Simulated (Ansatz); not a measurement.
NaCl (CsCl type, space group No. 221), DFT-PBEsol in the program Ansatz with PAW potentials: ε∞ = 2.79, cell volume 40.96 Å³. Infrared-active transverse modes:

```json
[
 {"ω_TO (cm⁻¹)": "97.9", "oscillator strength S_xx (e²/amu)": "0.09948"}
]
```

Question: Compute the static dielectric constant.

Answer: Each mode adds (4.921e7/V) S/ω²: 12.48. So ε0 = 15.3.

Question: What LO frequency does the Lyddane–Sachs–Teller relation give?

Answer: ω_LO = ω_TO √(ε0/ε∞) = 229 cm⁻¹.

Space group Pm-3m (CsCl type). This is a known high-pressure phase of the composition, computed here at zero pressure and temperature. The cell was relaxed with PBEsol under the symmetry of its start. At this level the phase is dynamically unstable (imaginary phonons).

Potentials: the earlier of the program's two PAW sets.
